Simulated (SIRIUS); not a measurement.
Worked example: self-consistent single point of Al (P1, 4 atoms in the cell; from Materials Project mp-134, changed as shown) in SIRIUS.

Computed with LDA (PW92), GBRV LDA ultrasoft pseudopotentials (plane waves; SIRIUS).

The change in words: atoms moved at random. Reference geometry (Fm-3m):
```
CELL_PARAMETERS angstrom
      4.02681     0.00000     0.00000
      0.00000     4.02681     0.00000
      0.00000     0.00000     4.02681
ATOMIC_POSITIONS crystal
  Al 0.00000 0.00000 0.00000
  Al 0.00000 0.50000 0.50000
  Al 0.50000 0.00000 0.50000
  Al 0.50000 0.50000 0.00000
```

Reference input (self-consistent single point, DFT, LDA (PW92), plane waves, GBRV LDA ultrasoft pseudopotentials): parameters.ngridk = 12 12 12; parameters.xc_functionals = [XC_LDA_X, XC_LDA_C_PW]; parameters.gk_cutoff = 6.325 1/bohr; parameters.pw_cutoff = 14.143 1/bohr; parameters.smearing = fermi_dirac; parameters.smearing_width = 0.00367493 Ha; potentials = GBRV LDA ultrasoft pseudopotentials; parameters.electronic_structure_method = pseudopotential; parameters.num_bands = 10; parameters.num_mag_dims = 0; parameters.num_dft_iter = 100; parameters.energy_tol = 1e-07 Ha. This run's input differs from it in these lines:

```diff
@@ -44,6 +44,6 @@
       "Al": [
-        [0.0, 0.0, 0.0],
-        [0.0, 0.5, 0.5],
-        [0.5, 0.0, 0.5],
-        [0.5, 0.5, 0.0]
+        [-0.020286, 0.005639, -0.000569],
+        [0.011755, 0.500851, 0.503118],
+        [0.512717, -0.003844, 0.497817],
+        [0.495814, 0.497354, -0.000367]
       ]
```

The program printed (abridged):

```
[find] density tolerance         : 1e-06
[find] total energy tolerance    : 1e-07
[find] iter_solver_tol (initial) : 0.01
[find] iter_solver_tol (target)  : 1e-13
[find] num_dft_iter              : 100
Charges and magnetic moments
--------------------------------------------------------------------------------
total charge          : 12.000000
[find] | SCF iteration   0 out of 100|
[diagonalize] iterative solver tolerance (occupied, empty): 0.01 0.01
[diagonalize] average number of iterations: 2.7235
[find] Charges and magnetic moments
[find] total charge          : 12.000000
[find] Energy
   [... lines left out ...]

[find] Charges and magnetic moments
[find] total charge          : 12.000000
[find] Energy
[find] smearing (-TS)                 :      -0.00213890
[find] Total energy                   :     -13.28363919 (Ha),     -26.56727837 (Ry)
[find] Free energy (E-TS)             :     -13.28577808 (Ha),     -26.57155616 (Ry)
[find] band gap (eV)                  :       0.00000000
[find] Efermi                         :       0.28618944
[find] iteration : 13, RMS (target) : 2.1878e-07 (1.0000e-06) , energy difference (target) : -5.1796e-10 (1.0000e-07)
[find] bands are converged : false
[find] iterative solver converged : true
[find] converged after 14 SCF iterations!
[find] Charges and magnetic moments
[find] total charge          : 12.000000
[find] Energy
[find] smearing (-TS)                 :      -0.00213890
[find] Total energy                   :     -13.28363919 (Ha),     -26.56727837 (Ry)
[find] Free energy (E-TS)             :     -13.28577808 (Ha),     -26.57155616 (Ry)
[find] band gap (eV)                  :       0.00000000
[find] Efermi                         :       0.28618944
[ground_state] === stress tensor components [kbar] ===
[ground_state] === stress_total ===
[ground_state]    20.691484    0.625706    0.014273
[ground_state]     0.625706   25.567817    0.099553
[ground_state]     0.014273    0.099553   21.514666
[ground_state] ==== total Forces in Ha/bohr =====
[ground_state] atom:    0, force:       0.0071829     -0.0018320      0.0003197
[ground_state] atom:    1, force:      -0.0010313      0.0002043     -0.0010009
[ground_state] atom:    2, force:      -0.0052348      0.0005245      0.0003554
[ground_state] atom:    3, force:      -0.0009169      0.0011031      0.0003258
```

The run converged in 14 iterations. SIRIUS prints the stress tensor with tension positive. Against the reference run the free energy rises by 6.1 meV/atom, the pressure goes from -2.51 to -2.26 GPa and the largest force goes from 0.000 to 0.382 eV/Å.

The structure comes from a collection of computed structures, made at another level of theory; the collection holds predicted forms beside known ones. Its lattice was then scaled.

Cost on one core: roughly 4 core-minutes.

The gap that the log prints is read on the run's mesh, which can miss the band edges or a crossing.
